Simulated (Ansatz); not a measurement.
Starting cell, ScPd (CsCl type):

```xyz
4
Lattice="6.4598 0.0000 0.0000 0.0000 3.2299 0.0000 0.0000 0.0000 3.2299" Properties=species:S:1:pos:R:3 pbc="T T T"
Sc     1.6149     1.6149     1.6149
Sc     4.8448     1.6149     1.6149
Pd     0.0000     0.0000     0.0000
Pd     3.2299     0.0000     0.0000
```

The atoms are displaced by Q × the pattern below (from a DFPT mode at X = (0.5, 0.0, 0.0), largest move 1; Q in Å), at fixed cell. (q is in reciprocal vectors of the primitive cell; the cell shown is doubled to hold the pattern.)

```json
[
 {"atom": "Sc1", "x": "1.000", "y": "0.000", "z": "0.000"},
 {"atom": "Sc2", "x": "-1.000", "y": "0.000", "z": "0.000"}
]
```

Atoms not listed stay in place.

These are LDA (plane waves to 420 eV, PAW, scalar-relativistic; Ansatz, an electronic-structure program) values and carry that method's errors. k mesh 7×14×14 (Γ-centred), Fermi-Dirac smearing 0.05 eV. E stands for the smeared free energy. Stress and pressure are positive under compression. With partly filled bands, energies and forces of such displacements shift with the k mesh and the smearing. ScPd is run without spin polarisation. ScPd was relaxed with its symmetry unable to fall. ΔE is measured from the undisplaced structure.

| Q (Å) | P (GPa) | ΔE (meV/cell) |
|---|---|---|
| -0.280 | 5.3 | ___ |
| -0.233 | 3.7 | ___ |
| -0.187 | 2.3 | 471 |
| -0.140 | 1.3 | ___ |
| -0.093 | 0.6 | 120 |
| -0.047 | 0.1 | ___ |
| 0.000 | 0.0 | 0 |
| 0.047 | 0.1 | ___ |
| 0.093 | 0.6 | 120 |
| 0.140 | 1.3 | ___ |
| 0.187 | 2.3 | 471 |
| 0.233 | 3.7 | ___ |
| 0.280 | 5.3 | ___ |

Task: Some entries are withheld; supply them.

Result: 
- -0.280, ΔE (meV/cell): 1054
- -0.233, ΔE (meV/cell): 732
- -0.140, ΔE (meV/cell): 268
- -0.047, ΔE (meV/cell): 30
- 0.047, ΔE (meV/cell): 30
- 0.140, ΔE (meV/cell): 268
- 0.233, ΔE (meV/cell): 732
- 0.280, ΔE (meV/cell): 1054

(A displaced cell: forces are minus the slopes of the energy, force constants its curvatures, and phonons follow from these.)
